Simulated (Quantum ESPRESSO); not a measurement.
```cif
data_Br4K4
_chemical_formula_sum 'K4 Br4'
_space_group_name_H-M_alt 'Fm-3m'
_space_group_IT_number 225
_space_group_name_Hall '-F 4 2 3'
_cell_length_a 6.35221
_cell_length_b 6.35221
_cell_length_c 6.35221
_cell_angle_alpha 90.000
_cell_angle_beta 90.000
_cell_angle_gamma 90.000
loop_
_atom_site_label
_atom_site_type_symbol
_atom_site_symmetry_multiplicity
_atom_site_Wyckoff_symbol
_atom_site_fract_x
_atom_site_fract_y
_atom_site_fract_z
_atom_site_occupancy
K1 K 4 a 0.00000 0.00000 0.00000 1
Br1 Br 4 b 0.50000 0.50000 0.50000 1
```
(The calculation used a cell of 2 atoms; values per cell refer to that cell.)

The PBEsol cell relaxed from Materials Project entry mp-23251 was given an isotropic strain of -3 % on all lattice vectors, and the atoms were relaxed again.

Q: What does norm-conserving PBEsol (Quantum ESPRESSO, 74 Ry, scalar-relativistic) give for the electronic structure near the Fermi level?

A: The PBEsol gap is direct, 4.59 eV at Γ. Spin-orbit splittings are left out.
